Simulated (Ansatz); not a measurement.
Given:

MgV$_{2}$O$_{6}$ (space group C2/m)

```cif
data_Mg2O12V4
_chemical_formula_sum 'Mg2 V4 O12'
_space_group_name_H-M_alt 'C2/m'
_space_group_IT_number 12
_space_group_name_Hall '-C 2y'
_cell_length_a 9.32775
_cell_length_b 3.43857
_cell_length_c 6.78526
_cell_angle_alpha 90.000
_cell_angle_beta 111.572
_cell_angle_gamma 90.000
loop_
_space_group_symop_operation_xyz
  'x, y, z'
  '-x, -y, -z'
  '-x, y, -z'
  'x, -y, z'
  'x+1/2, y+1/2, z'
  '-x+1/2, -y+1/2, -z'
  '-x+1/2, y+1/2, -z'
  'x+1/2, -y+1/2, z'
loop_
_atom_site_label
_atom_site_type_symbol
_atom_site_symmetry_multiplicity
_atom_site_Wyckoff_symbol
_atom_site_fract_x
_atom_site_fract_y
_atom_site_fract_z
_atom_site_occupancy
Mg1 Mg 2 c 0.50000 0.50000 0.50000 1
V1 V 4 i 0.19524 0.00000 0.15967 1
O1 O 4 i 0.19152 0.50000 0.06361 1
O2 O 4 i 0.04174 0.00000 0.22675 1
O3 O 4 i 0.34890 0.00000 0.38534 1
```
(The calculation used a cell of 9 atoms; values per cell refer to that cell.)

Equation-of-state scan: isotropic scaling of the cell above, V₀ being its volume. The atoms relax within the cell's symmetry.

Calculation: r2SCAN (plane waves to 500 eV, PAW, scalar-relativistic; Ansatz, an electronic-structure program). k mesh 10×10×5 (Γ-centred), Fermi-Dirac smearing 0.05 eV. E stands for the smeared free energy. Stress and pressure are positive under compression. Some relaxations began with atoms very close together and may have settled on another branch. With the shape held, the modulus is that of even scaling; a crystal free to change shape is softer. MgV2O6 is run without spin polarisation. MgV2O6 was relaxed with its symmetry unable to fall. The zero of ΔE is the relaxed starting cell.

The scan covers V/V₀ from 0.840 to 1.160 in 13 points.

Task: What is the fitted pressure derivative B₀′?

Result: 6.3.

Task: What bulk modulus at fixed cell shape B₀ follows from a third-order Birch-Murnaghan fit?

Result: 86.8 GPa.

(Under strain, the slope of the energy per volume gives the stress and its curvature an elastic modulus.)
